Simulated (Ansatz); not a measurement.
Input and command of a calculation in Ansatz (plane waves; scalar-relativistic PAW potentials unless the input names others):

```yaml
crystal:
  lattice:
    - [2.11, -2.11, 0.0]
    - [2.11, 0.0, -2.11]
    - [8.3533974596, 8.3533974596, 8.3533974596]
  atoms:
    - { symbol: Ta, position: [0.6666666667, 0.6666666667, 0.0841804392] }
    - { symbol: Ta, position: [0.0, 0.0, 0.9261532254] }
    - { symbol: Ta, position: [0.3333333333, 0.3333333333, 0.2525749964] }
    - { symbol: Ta, position: [0.6666666667, 0.6666666667, 0.5893641109] }
    - { symbol: Ta, position: [0.0, 0.0, 0.4209695536] }
    - { symbol: Ta, position: [0.3333333333, 0.3333333333, 0.7577586681] }
basis:
  ecutwfc: "800 eV"
kpoints:
  mp_grid: { grid: [18, 18, 4] }
hamiltonian:
  xc: pbesol
scf:
  occupations: { method: gaussian, width: 0.15 }
output:
  forces: true
  eigenvalues: true
  stress: true
```

```bash
ansatz run input.yaml --threads 2 --pin off --max-ram 5120MiB --backend cpu --events-out ev --progress --plain --runs-dir out
```

Abridged log:
```
Pseudopotentials: kind: paw
Pseudopotential: Ta, paw, valence charge 13, recommended cutoff 420 eV (normal)
Functional definition: PBEsol
Crystal: 6 atoms, lattice volume = 111.570 Å³
Basis set: ecut = 800 eV, 5647 PW (Γ), exchange–correlation on 60×60×270 points (8 copies of the dense FFT grid, shifted against one another)
Bands: 47, of which v1, the nominal top of the filled ones, is band 39 counted from 1 (38 counted from 0)
Symmetry: 12 space group operations
Space group: P-3m1 (ITA 164), of the structure as read, at distance tolerance 4.8e-5 Å
k-points: 138 of 1296
Initial density: superposition of atomic densities (neutral atoms: chi_scale 0, normalization atom), corrected by the library's trained network
Initial wavefunctions: pseudopotential atomic-orbital guess
Functional: x = pbesol(κ = 0.804, μ = 0.12345679), c = pbesol(β = 0.046)
SCF iter   1: F=—  HF=-58837.360308 eV  |F-HF|=—  |Δ(HF+E_count)|=         —  Δρ=3.03e-3  dr2=2.39e-2  ethr=1.77e-3  ⟨swp⟩=5.3  Hψ=24688  notcnv=0
SCF iter   2: F=—  HF=-58837.359338 eV  |F-HF|=—  |Δ(HF+E_count)|=   9.70e-4  Δρ=1.75e-3  dr2=6.68e-3  ethr=3.07e-5  ⟨swp⟩=1.3  Hψ=7718  notcnv=0
SCF iter   3: F=—  HF=-58837.359321 eV  |F-HF|=—  |Δ(HF+E_count)|=   1.72e-5  Δρ=1.68e-4  dr2=3.48e-5  ethr=8.56e-6  ⟨swp⟩=1.4  Hψ=6426  notcnv=0
SCF iter   4: F=—  HF=-58837.359405 eV  |F-HF|=—  |Δ(HF+E_count)|=   8.38e-5  Δρ=4.59e-5  dr2=2.60e-6  ethr=4.46e-8  ⟨swp⟩=2.1  Hψ=8567  notcnv=0
SCF iter   5: F=-58837.359404 eV  HF=-58837.359404 eV  |F-HF|=3.36e-8  |Δ(HF+E_count)|=   6.82e-7  Δρ=8.66e-6  dr2=7.33e-8  ethr=3.33e-9  ⟨swp⟩=2.0  Hψ=8470  notcnv=0
SCF iter   6: F=-58837.359404 eV  HF=-58837.359404 eV  |F-HF|=1.23e-9  |Δ(HF+E_count)|=   7.45e-9  Δρ=1.56e-6  dr2=2.70e-9  ethr=9.40e-11  ⟨swp⟩=7.4  Hψ=26250  notcnv=0
SCF 1 converged in 6 iterations: F = -58837.359404 eV  dr2 = 2.70e-9
SCF converged after 6 iterations
Free energy (F): -58837.359404 eV
Harris-Foulkes:  -58837.359404 eV  (|F-HF|=1.23e-9)
Internal energy: -58837.276108 eV  (E = F + TS)
E sigma→0 (E₀):  -58837.317756 eV
Entropy (-TS):   -0.083297 eV (-13.883 meV/atom)
Fermi energy:    18.181061 eV
--- Forces (eV/Å), atoms counted from 1 ---
  atom   1  Ta     0.51648566     0.51648566     0.51648566
  atom   2  Ta    -0.51648566    -0.51648566    -0.51648566
  atom   3  Ta    -0.02380191    -0.02380191    -0.02380191
  atom   4  Ta     0.00096925     0.00096925     0.00096925
  atom   5  Ta    -0.00096925    -0.00096925    -0.00096925
  atom   6  Ta     0.02380191     0.02380191     0.02380191
--- Stress (GPa, compression-positive) ---
       -3.849561       0.362844       0.362844
        0.362844      -3.849561       0.362844
        0.362844       0.362844      -3.849561
  P = ⅓ Tr σ = -3.8496 GPa (-38.496 kbar)
```

Apart from outputs and empty bands, the input differs from a reference run on usual settings in basis.ecutwfc: 420 → "800 eV". The reference, at the same geometry (not necessarily relaxed), gave pressure -3.85 GPa, largest force 0.895 eV/Å, no gap on the mesh. This run converged in 6 SCF iterations (reference: 6) with an energy at zero smearing 0.95 meV/atom below the reference's, pressure -3.85 GPa, largest force 0.895 eV/Å, no gap on the mesh.

Time: 20 s on 2 threads of Intel(R) Xeon(R) 6975P-C (Granite Rapids), with other jobs on the host, peak memory 1.4 GiB.